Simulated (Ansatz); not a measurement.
The relaxed structure here is a generated cell of CdS: the first start was made by placing the elements on the sites of a structure type, and the end was not matched to a known phase here, so it may be hypothetical. Known forms of CdS include space group No. 186, 216.

One stationary structure of CdS. These are r2SCAN (plane waves to 500 eV, PAW, scalar-relativistic; Ansatz, a quantum-chemistry and plane-wave program) values and carry that method's errors.

```
CELL_PARAMETERS angstrom
      4.09724     0.00000     0.00000
     -2.04862     3.54831     0.00000
      0.00000     0.00000     7.16050
ATOMIC_POSITIONS crystal
  S  0.66667 0.33333 0.64955
  Cd 0.33333 0.66667 0.18690
  S  0.66667 0.33333 0.35045
  Cd 0.33333 0.66667 0.81310
```

Question: Determine the symmetry and give the standard cell with its independent sites.

Answer: Space group P-6m2 (No. 187); a = b = 4.0972 Å, c = 7.1605 Å, α = β = 90.00°, γ = 120.00°

```json
[
 {"atom": "S", "site": "2i", "symmetry": "3m.", "x": "0.6667", "y": "0.3333", "z": "0.3504"},
 {"atom": "Cd", "site": "2h", "symmetry": "3m.", "x": "0.3333", "y": "0.6667", "z": "0.1869"}
]
```

Question: Give the shortest distances between elements (the closest pairs, up to four, under 3.6 Å).

Answer: S–S 2.14 Å; Cd–S 2.64 Å; Cd–Cd 2.68 Å.

Volume per atom: 26.03 Å³
Band gap: 0.27 eV, indirect (valence top at H, conduction bottom at Γ) (no spin-orbit coupling)
Smallest direct gap: 0.49 eV at H

The relaxed cell holds bonded S–S pairs (2.14 Å). No spin polarisation in the result.

The run could not lose the symmetry of its start: the end is stationary, and may be a saddle point rather than a minimum.

It was reached from a disturbed copy of a P6₃mc (No. 186) cell (wurtzite type), against which it lies +0.519 eV/atom.
